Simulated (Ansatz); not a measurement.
Magnetovolume behaviour of Eu (Cmcm)

The reference geometry is a structure from the Materials Project; nothing is relaxed.

The runs share LDA, 10×10×5 k mesh, Fermi–Dirac smearing of 0.08 eV. PAW means Ansatz 0.2.0 on its default frozen-core files; LAPW is all-electron LAPW in Ansatz 0.2.0. Site moments are integrated in spheres about the atoms, whose radii differ between the methods.

Input of the first run:

```yaml
crystal:
  lattice:
    - [1.99706651, -3.47970938, 0.0]
    - [1.99706651, 3.47970938, 0.0]
    - [0.0, 0.0, 6.34072505]
  atoms:
    - { symbol: Eu, position: [0.83686714, 0.16313286, 0.75], spin: 7.0 }
    - { symbol: Eu, position: [0.16313286, 0.83686714, 0.25], spin: 7.0 }
magnetization:
  spin_polarized: true
kpoints:
  mp_grid: { grid: [10, 10, 5] }
scf:
  occupations: { method: fermi_dirac, width: 0.08 }
hamiltonian:
  xc: lda
  pseudopotentials: { kind: paw }
output:
  forces: true
  stress: true
  eigenvalues: true
  populations: true
```

Command: `ansatz run input.yaml --threads 1 --pin off --max-ram 3072MiB --backend cpu --events-out ev --progress --plain --runs-dir out`

The input for «volume scaled by 0.74» by LAPW differs from it in these lines, output keys apart:

```diff
-    - [1.99706651, -3.47970938, 0.0]
-    - [1.99706651, 3.47970938, 0.0]
-    - [0.0, 0.0, 6.34072505]
+    - [1.8063549854, -3.1474116434, 0.0]
+    - [1.8063549854, 3.1474116434, 0.0]
+    - [0.0, 0.0, 5.7352122463]
-  pseudopotentials: { kind: paw }
+  pseudopotentials: { kind: all_electron, lapw: { basis_error: 0.001 } }
```

The cell shown is scaled evenly to other volumes, and every spin-polarised run starts from the same moments.

The search for lower states is left at its default.

```
V/V₀  Å³/atom  M PAW (μB/cell)  M LAPW (μB/cell)  largest site moment, PAW (μB)  P PAW (GPa)  P LAPW (GPa)  F − F(unpolarised), PAW (meV/atom)
0.66    29.08            14.47             14.48                           6.93          3.9           4.1                                   ?
0.74    32.61            14.63             14.64                           7.00          1.0           1.2                               -6333
 0.8    35.25            14.76                 –                           7.05         -0.4             –                               -6448
0.86    37.89            14.86                 –                           7.09            ?             –                               -6543
0.92    40.54            14.91             14.92                           7.12         -2.3          -2.2                               -6624
0.96    42.30            14.93                 –                           7.14         -2.7             –                               -6670
   1    44.06            14.95             14.95                           7.15         -3.0          -3.0                                   –
1.04    45.83            14.95             14.95                           7.16         -3.3          -3.2                               -6748
 1.1    48.47            14.94             14.94                           7.17         -3.6          -3.6                               -6797
1.25    55.08                ?                 –                           7.18         -4.0             –                               -6891
```

Question: Give the missing entry: row "1.25", column "M PAW (μB/cell)".

Answer: 14.89.

Question: What belongs in the row "0.66", column "F − F(unpolarised), PAW (meV/atom)"?

Answer: -6141.

Question: Fill in "P PAW (GPa)" for the row "0.86".

Answer: -1.5.

The moments survive down to the smallest volume, V/V₀ = 0.66 at 4 GPa, where the largest is 6.93 μB.

The PAW files were made with PBE; the program remakes their cores once for the run's functional and then keeps them frozen. Without U a semilocal functional puts the f levels too near the Fermi level, which can change moments and the order of magnetic states; site and cell moments are spin moments.  Spin–orbit coupling is left out although heavy atoms are present. With open f shells a run can end in a state that isn't the lowest. The magnetic state is the one that this cell and start allow. It needn't be the compound's measured order, which may need a larger cell or be absent.
